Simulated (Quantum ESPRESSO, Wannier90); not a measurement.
## YSi2 (P6/mmm), plane waves to Wannier functions

```
YSi2
1.0
    4.07549     0.00000     0.00000
   -2.03775     3.52948     0.00000
    0.00000     0.00000     3.99013
Y Si
1 2
Direct
  0.00000   0.00000   0.00000
  0.33333   0.66667   0.50000
  0.66667   0.33333   0.50000
```

Structure: Materials Project mp-2568, symmetrised, not relaxed again. COD (Crystallography Open Database) has an entry of this formula and space group (matched by these alone). Level: PBEsol, no spin polarisation, no spin-orbit coupling; pw.x of Quantum ESPRESSO at 58 Ry with PseudoDojo potentials, 12×12×8 k-points, Wannier90. Density: 12×12×8 mesh, cold smearing 0.01 Ry.

Base run: 17 functions from bands 5-31 of the 31 computed, start hydrogen-like Y: s;p;d; Si: s;p, centres 0.05 Å off the atoms, frozen window up to 1.50 eV relative to the Fermi level, outer window open. One setting was then changed (edges relative to the Fermi level; misfit to pw.x on a path, for states up to 1.0 eV relative to the Fermi level).

```tsv
run	Ω_I (Å²)	rms misfit (meV)	worst (meV)
base	26.62	3.2	45
changed	25.84	39	242
```

Task: Which change was made?
A. only the lowest 24 of the kept bands
B. only the lowest 19 of the kept bands
C. frozen window to 0.50 eV

Result: C, frozen window to 0.50 eV. The others give:

```csv
run,Ω_I (Å²),rms misfit (meV),worst (meV)
only the lowest 19 of the kept bands,45.00,2.7,21
only the lowest 24 of the kept bands,29.21,3.2,46
```
